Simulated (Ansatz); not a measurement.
## Surface calculation: fcc Ag (111), 3 layers

The slab is cut from the fcc crystal, the stable phase, as relaxed on PAW files (16.00 Å³/atom), with 16 Å of vacuum and a dipole correction:

```
CELL_PARAMETERS angstrom
2.82844 0.00000 0.00000
-1.41422 2.44950 0.00000
0.00000 0.00000 20.61880
ATOMIC_POSITIONS crystal
Ag 0.16667 0.33333 0.38799
Ag 0.50000 0.00000 0.50000
Ag 0.83333 0.66667 0.61201
```

Computed with Ansatz 0.2.0; functional LDA, scalar-relativistic. Settings: a Γ-centred 13×13×1 k mesh, Fermi–Dirac smearing of 0.05 eV, no spin polarisation. Methods: LAPW: all electrons, basis error target 1 meV/atom; PAW: frozen-core files, cutoff 420 eV.

The bulk energy comes from a cell in the slab's orientation on a 13×13×5 mesh. The surface energy is (E(slab) − N·E(bulk))/2A at zero smearing, the mean of both faces; thin slabs carry quantum-size effects.

The PAW files were made under PBE.

Task: As cut, the LAPW slab lies 0.993 eV above 3 atoms of bulk. What surface energy is that?

Result: Over two faces of 6.93 Å² it is 71.7 meV/Å², and times 16.02 J/m² per eV/Å² that gives γ = 1.148 J/m².

```tsv
method	γ as cut (J/m²)	γ relaxed (J/m²)	Φ as cut (eV)	Φ relaxed (eV)
LAPW	1.148	1.148	4.89	4.88
PAW	1.148	1.147	4.89	4.88
```

Task: How do the spacings between the planes relax?

Result: From the bottom face up: d12 -0.3 % of 2.309 Å, d23 -0.3 % of 2.309 Å.

Task: A field of 0.5 V/Å is applied along the normal, atoms held. What follows?

Result: LAPW finds an induced dipole of 0.1506 e·Å a cell (PAW 0.1506), that is 7.87 Å for 4πα over the area, against 4.60 Å between the outer atoms.

Task: What changes if the vacuum is set to 7 Å?

Result: LAPW then gives: no gap, work function 4.95 eV; PAW: no gap, work function 4.83 eV. The program warns that the vacuum is too thin.

Task: A 3d core hole is made on one atom of each kind in every 1×1 cell (PAW hole dataset, neutral cell, valence without spin). What does it cost by layer?

Result: layer 1 368.28 eV, layer 2 368.61 eV. Shifts between layers mean more than the absolute values, and a whole layer of holes screens otherwise than one hole.

Task: In the relaxed 1×1 cell, replace the outer, then the middle Ag by Cd, which changes a whole layer. What shift does this Z+1 picture give?

Result: E(outer) − E(middle) = -0.32 eV by LAPW and -0.32 eV by PAW; a positive value puts the surface line at higher binding energy.
